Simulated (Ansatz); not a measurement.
Te (trigonal-Te type, space group P3_121)

```
CELL_PARAMETERS angstrom
      4.62412     0.00000     0.00000
     -2.31206     4.00460     0.00000
      0.00000     0.00000     5.90339
ATOMIC_POSITIONS crystal
  Te 0.25335 0.00000 0.33333
  Te 0.00000 0.25335 0.66667
  Te 0.74665 0.74665 0.00000
```

In each cell atom 2 (Te, nearest neighbour Te at 2.827 Å; its periodic images, 4.6 Å or more away, move with it) moves by s·(0.577, 0.577, 0.577) (along Cartesian [111]), the rest being held.

Calculation: r2SCAN (plane waves to 500 eV, PAW, scalar-relativistic; Ansatz, a program for electronic structure). k mesh 7×7×5 (Γ-centred), Fermi-Dirac smearing 0.05 eV. Energies are smeared free energies. As the smearing reaches across the gap at some points, energies and forces of such displacements shift with the k mesh and the smearing. Spin-orbit coupling is left out, though Te is heavy. Te was relaxed with its symmetry unable to fall. ΔE is measured from the undisplaced structure. The last digit holds for this mesh only.

| s (Å) | ΔE (meV/cell) |
|---|---|
| -0.850 | 924.6 |
| -0.680 | 601.1 |
| -0.510 | 344.5 |
| -0.340 | 155.5 |
| -0.170 | 39.5 |
| 0.000 | 0.0 |
| 0.170 | 41.2 |
| 0.340 | 168.7 |
| 0.510 | withheld |
| 0.680 | 680.7 |
| 0.850 | 1051.1 |

Question: Fit a polynomial form (powers 2, 3, 4) to the given rows and predict ΔE at s = 0.510.

Answer: Least squares on the 10 given rows: ΔE = (1408)·s² + (108.6)·s³ + (-55.03)·s⁴, in meV/cell with s in Å; root-mean-square residual 3.43 meV/cell. At 0.510 the fit gives 376.9 meV/cell; the calculation gives 383.7 meV/cell, so the interpolation is off by -6.8 (-1.8 %). The quadratic term alone would give 366.2 meV/cell.

(A displaced cell: forces are minus the slopes of the energy, force constants its curvatures, and phonons follow from these.)
